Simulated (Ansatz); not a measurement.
Li (bcc, W type)

```xyz
1
Lattice="-1.7174 1.7174 1.7174 1.7174 -1.7174 1.7174 1.7174 1.7174 -1.7174" Properties=species:S:1:pos:R:3 pbc="T T T"
Li     0.0000     0.0000     0.0000
```

The slice is a {211} plane (indices of the conventional cell) through the point (0.000, 0.000, 0.000) (fractional), spanned by u = [111] and v = [1 0 -1] in vectors of this cell: u (2.97 Å) and v (4.86 Å, at 90° to u). It covers one period; positions are fractions (u, v).

The numbers are results of PBE (plane waves to 420 eV, PAW, scalar-relativistic; Ansatz, a first-principles code), not measurements. k mesh 19×19×19. Near the nuclei the fields are pseudised (PAW); where an atom keeps semicore shells as valence, they peak there. Li was relaxed with its symmetry unable to fall. The PAW data are Ansatz's earlier set.

Question: What is the ELF at the midpoint of the shortest Li–Li line in this plane (2.97 Å)?

Answer: 0.51.

Question: What is the valence density on the shortest Li–Li line in this plane (2.97 Å), at its midpoint?

Answer: 0.05 e/Å³.

Question: Predict the map of the valence electron density on the slice.

Answer: 
```
v \ u  0.00  0.17  0.33  0.50  0.67  0.83
-----  ----  ----  ----  ----  ----  ----
0.90    0.1  -1.0  -1.3  -1.3  -1.3  -1.0
0.80   -1.3  -1.3  -1.3  -1.3  -1.3  -1.3
0.70   -1.3  -1.3  -1.3  -1.3  -1.3  -1.3
0.60   -1.3  -1.3  -1.3  -1.3  -1.3  -1.3
0.50   -1.3  -1.3  -1.3  -1.3  -1.3  -1.3
0.40   -1.3  -1.3  -1.3  -1.3  -1.3  -1.3
0.30   -1.3  -1.3  -1.3  -1.3  -1.3  -1.3
0.20   -1.3  -1.3  -1.3  -1.3  -1.3  -1.3
0.10    0.1  -1.0  -1.3  -1.3  -1.3  -1.0
0.00    1.0   0.0  -1.3  -1.3  -1.3   0.0
```

Values: log₁₀ of the valence density in e/Å³. The scale is logarithmic, as a density can span decades between atoms and voids.
